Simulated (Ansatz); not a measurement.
FeBiO3:
```xyz
10
Lattice="4.7724 2.9977 0.0000 -4.7724 2.9977 0.0000 -3.5345 0.0000 4.6090" Properties=species:S:1:pos:R:3 pbc="T T T"
Bi     1.4881     2.2069     1.1710
Fe     0.0000     4.7974     0.0000
O     -5.5020     2.9336     1.3676
O      1.9675     2.9336     3.2414
O     -5.2445     4.3736     3.7272
Bi    -5.0226     2.2069     3.4380
Fe    -1.7672     1.7997     2.3045
O     -2.8988     2.9336     3.3639
O     -0.6357     2.9336     1.2451
O      1.7100     4.3736     0.8818
```
The run is spin-polarised; directions of the spins, atom by atom: 0 ↑ 0 0 0 0 ↓ 0 0 0.

Relaxed with PBE. Special points in fractions of this cell's reciprocal vectors: Γ (0.000, 0.000, 0.000); C (0.407, 0.407, 0.000); C2 (-0.407, 0.593, 0.000); Y2 (-0.500, 0.500, 0.000); M2 (-0.500, 0.500, 0.500); D (-0.250, 0.750, 0.500); D2 (0.250, 0.250, 0.500); A (0.000, 0.000, 0.500); L2 (0.000, 0.500, 0.500); V2 (0.000, 0.500, 0.000).

### Question
List the band energies nearest the valence-band maximum at these points for plane-wave PAW PBE (Ansatz code).

### Answer
In eV from the valence-band maximum; about four levels below and three above (degenerate sets whole), none deeper than 8.9 eV; points with the same levels are listed once.

```csv
k,below,above
Γ ↑,-1.39 -1.11 -0.35 -0.21,1.17 1.21 1.23
C ↑,-1.09 -1.04 -0.42 -0.34,1.24 1.28 1.41
Y2 ↑,-1.04 -0.89 -0.63 -0.43,1.25 1.29 1.41
M2 ↑,-1.37 -1.05 -0.61 -0.22,1.28 1.32 1.59
D ↑,-1.45 -1.21 -0.88 -0.23,1.26 1.30 1.42
A ↑,-1.34 -0.95 -0.76 -0.19,1.37 1.38 1.52
L2 ↑,-1.47 -1.36 -0.79 -0.21,1.19 1.30 1.42
V2 ↑,-1.48 -0.98 -0.23 -0.08,1.05 1.32 1.45
```

Space group Ima2. The start of the workflow was typed in or built on a structure type; neither database checked (COD, Materials Project) lists it. It is not the phase usual at ambient conditions (space group No. 161). Symmetry was held in the PBE relaxation, as lowered by the spin order; whether a distortion lowers the energy is not shown. Magnetic state: antiferromagnetic, chosen from 3 collinear starts compared on coarse meshes (ties went to the first, and starts can fall back to one state), not a proven ground state. No Hubbard U is applied. Point labels and valley counts follow the cell and symmetry of the run, lower than the named group. Spin–orbit coupling is left out wherever it is not named.

Potentials: the earlier of the program's two PAW sets.
